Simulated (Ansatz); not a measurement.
Ti4Si7Ni4:
```
Ti4Si7Ni4
1.0
   -6.24901     6.24901     2.45711
    6.24901    -6.24901     2.45711
    6.24901     6.24901    -2.45711
Ti Si Ni
8 14 8
Direct
  0.30963   0.50000   0.80963
  0.69037   0.50000   0.19037
  0.50000   0.69037   0.19037
  0.50000   0.30963   0.80963
  0.13470   0.86530   0.00000
  0.86530   0.13470   0.00000
  0.86530   0.86530   0.73060
  0.13470   0.13470   0.26940
  0.24899   0.24899   0.00000
  0.75101   0.75101   0.00000
  0.28995   0.00000   0.28995
  0.71005   0.00000   0.71005
  0.00000   0.71005   0.71005
  0.00000   0.28995   0.28995
  0.70524   0.29476   0.00000
  0.29476   0.70524   0.00000
  0.29476   0.29476   0.58952
  0.70524   0.70524   0.41048
  0.09348   0.50000   0.59348
  0.90652   0.50000   0.40652
  0.50000   0.90652   0.40652
  0.50000   0.09348   0.59348
  0.60141   0.10141   0.20282
  0.39859   0.89859   0.79718
  0.10141   0.89859   0.50000
  0.89859   0.10141   0.50000
  0.89859   0.39859   0.79718
  0.10141   0.60141   0.20282
  0.39859   0.60141   0.50000
  0.60141   0.39859   0.50000
```

Relaxed with r²SCAN. Special points in fractions of this cell's reciprocal vectors: Γ (0.000, 0.000, 0.000); X (0.000, 0.000, 0.500); M (-0.500, 0.500, 0.500); Z (0.289, 0.289, -0.289); Z0 (-0.289, 0.711, 0.289); P (0.250, 0.250, 0.250); N (0.000, 0.500, 0.000).

### Question
List the band energies nearest the Fermi level at these points for the program Ansatz at the r²SCAN level (PAW).

### Answer
In eV from the Fermi level; about four levels below and three above (degenerate sets whole), none deeper than 8.9 eV; points with the same levels are listed once.

```csv
k,below,above
Γ,-0.39 -0.18 -0.05 -0.05,0.08 0.08 0.26
X,-0.30 -0.28 -0.21 -0.03,0.16 0.43 0.57
M,-0.69 -0.41 -0.31 -0.31,0.17 0.31 0.31
Z,-0.44 -0.44 -0.36 -0.35 -0.14,0.26 0.48 0.53
P,-0.34 -0.34 0.00 0.00,0.07 0.49 0.49
N,-0.35 -0.17 -0.12 -0.04,0.02 0.43 0.71
```

Space group I4/mmm. The workflow started from a Materials Project entry (that database holds measured and hypothetical structures alike); the Crystallography Open Database copy checked does not list it. Whether it is the stable phase at ambient conditions was not checked. The r²SCAN relaxation kept the symmetry of its start; whether a distortion lowers the energy is not shown. No spin polarisation was allowed.

Potentials: the later of the program's two PAW sets.
